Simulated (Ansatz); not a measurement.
## Piezoelectric tensor of InGa₂P₃

The calculation used DFT PBE, scalar-relativistic, plane waves, PAW (Ansatz). Settings: 420 eV plane-wave cutoff, Γ-centred 12×12×4 mesh, fixed occupations. No spin polarisation.

Relaxed structure:
```
In Ga P
1.0
     3.99831    0.00000    0.00000
    -1.99916    3.46264    0.00000
     0.00000    0.00000    9.83606
In Ga P
1 2 3
Direct
  0.33333 0.66667 0.66509
  0.00000 0.00000 0.00655
  0.66667 0.33333 0.32622
  0.00000 0.00000 0.76512
  0.33333 0.66667 0.40356
  0.66667 0.33333 0.08346
```

The cell was found from a structure generator's guess, not taken from experiment.

Problem. Give the relaxed-ion proper piezoelectric stress tensor e_iJ (C/m², Voigt columns xx yy zz yz xz xy).

Solution.
```
x    0.000  0.000  0.000  0.000 -0.088 -0.156
y   -0.156  0.156  0.000 -0.088  0.000  0.000
z   -0.084 -0.084  0.191  0.000  0.000  0.000
```
Signs follow the orientation of the cell as given.

Problem. With the elastic constants (GPa, Voigt order)
```
129.5  39.7  33.8  11.2   0.0   0.0
 39.7 129.5  33.8 -11.2   0.0   0.0
 33.8  33.8 146.3   0.0   0.0   0.0
 11.2 -11.2   0.0  37.2   0.0   0.0
  0.0   0.0   0.0   0.0  37.2  11.2
  0.0   0.0   0.0   0.0  11.2  44.9
```
find the strain coefficients d = e·C⁻¹ (pC/N).

Solution.
```
x    0.00  0.00  0.00  0.00 -1.44 -3.11
y   -1.56  1.56  0.00 -1.44  0.00  0.00
z   -0.83 -0.83  1.69  0.00  0.00  0.00
```
